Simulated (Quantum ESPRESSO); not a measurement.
## Kohn-Sham bands of Ba$_{2}$HfS$_{4}$ (I4/mmm)

```
Ba2HfS4
1.0
    0.00000    -4.94718     0.00000
    4.94718     0.00000     0.00000
   -2.47359     2.47359     7.92650
Ba Hf S
2 1 4
Cartesian
  2.47359  -2.47359  -2.25430
 -2.47359   2.47359   2.25430
  0.00000   0.00000   0.00000
  0.00000  -2.47359   0.00000
  2.47359   0.00000   0.00000
  0.00000   0.00000  -2.55804
  0.00000   0.00000   2.55804
```

Materials Project entry mp-9321; symmetrised, unrelaxed at this level. Not found in the COD (Crystallography Open Database) copy used; not checked further. Computed values, not measurements, from PBEsol: Quantum ESPRESSO (norm-conserving PseudoDojo potentials, cutoff 47 Ry, spinors with spin-orbit coupling) on a Γ-centred 4×4×4 mesh, then Wannier90. Density: 8×8×8 mesh, cold smearing 0.01 Ry.

Energies are relative to the valence-band maximum; weights are on the orthonormalised atomic waves of the pseudopotential files, averaged over the group. 56 electrons a cell are treated as valence.

Into which isolated groups do the bands fall, where do they lie and what are they made of?


| bands | from (eV) | to (eV) | filling | weight on atomic waves |
|---|---|---|---|---|
| 1–2 | -61.59 | -61.59 | filled | Hf 5s 97 % |
| 3–4 | -35.94 | -35.94 | filled | Hf 5p 99 % |
| 5–8 | -28.30 | -28.17 | filled | Hf 5p 98 % |
| 9–12 | -26.61 | -26.59 | filled | Ba 5s 98 % |
| 13–16 | -13.46 | -13.21 | filled | Ba 5p 90 %, S 3s 6 % |
| 17–32 | -12.55 | -10.05 | filled | Ba 5p 51 %, S 3s 41 % |
| 33–56 | -5.21 | 0.00 | filled | S 3p 82 %, Hf 5d 10 % |

The Kohn-Sham gap over both meshes and the path is 0.80 eV.
